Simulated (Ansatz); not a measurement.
Given:

GaAs:
```
CELL_PARAMETERS angstrom
      0.00000     2.83270     2.83270
      2.83270     0.00000     2.83270
      2.83270     2.83270     0.00000
ATOMIC_POSITIONS crystal
  Ga 0.00000 0.00000 0.00000
  As 0.75000 0.75000 0.75000
```

This is the r²SCAN-relaxed structure. x, y and z are the axes in which the lattice vectors are written.

Task: All from r²SCAN in the plane-wave PAW code Ansatz, unless another level is named. Give the Young's modulus.

Result: 118 GPa.

Task: Next, the piezoelectric stress constants (proper, relaxed ions, C/m²)?

Result: e14 = e25 = e36 = 0.24.

Space group F-43m (zinc blende). Symmetry was held in the r²SCAN relaxation; phonons on a q-mesh show no instability.

Potentials: the earlier of the program's two PAW sets.
